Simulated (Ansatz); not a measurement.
The relaxed structure here is a generated cell of Ir: the first start was made by a random draw of sites in a space group, and the end was not matched to a known phase here, so it may be hypothetical. Known forms of Ir include space group No. 225.

The end point of a relaxation of Ir. The numbers are results of PBE (plane waves to 420 eV, PAW, scalar-relativistic; Ansatz, an electronic-structure program), not measurements.

```cif
data_Ir3
_chemical_formula_sum 'Ir3'
_space_group_name_H-M_alt 'P 1'
_space_group_IT_number 1
_cell_length_a 3.74209
_cell_length_b 3.74209
_cell_length_c 3.74209
_cell_angle_alpha 88.496
_cell_angle_beta 88.496
_cell_angle_gamma 88.496
loop_
_space_group_symop_operation_xyz
  'x, y, z'
loop_
_atom_site_label
_atom_site_type_symbol
_atom_site_fract_x
_atom_site_fract_y
_atom_site_fract_z
_atom_site_occupancy
Ir1 Ir 0.00000 0.54006 0.45994 1
Ir2 Ir 0.45994 0.00000 0.54006 1
Ir3 Ir 0.54006 0.45994 0.00000 1
```

Find the space group and the Wyckoff positions (tolerance 0.01 Å).

Space group R32, hexagonal axes (No. 155); a = 5.2222 Å, b = 5.2222 Å, c = 6.6494 Å, α = 90.00°, β = 90.00°, γ = 120.00°

```csv
atom,site,symmetry,x,y,z
Ir,9d,.2,0.0000,0.5401,0.0000
```

Give the shortest distances between elements (the closest pairs, up to four, under 3.6 Å).

Ir–Ir 2.49 Å.

```json
{
 "volume_per_atom": "17.45 Å³",
 "density": "18.29 g/cm³",
 "band_gap": "no gap (metallic)"
}
```

No spin polarisation in the result.

It was reached from a disturbed copy of a Pm-3m (No. 221) cell, against which it lies -0.06 eV/atom.
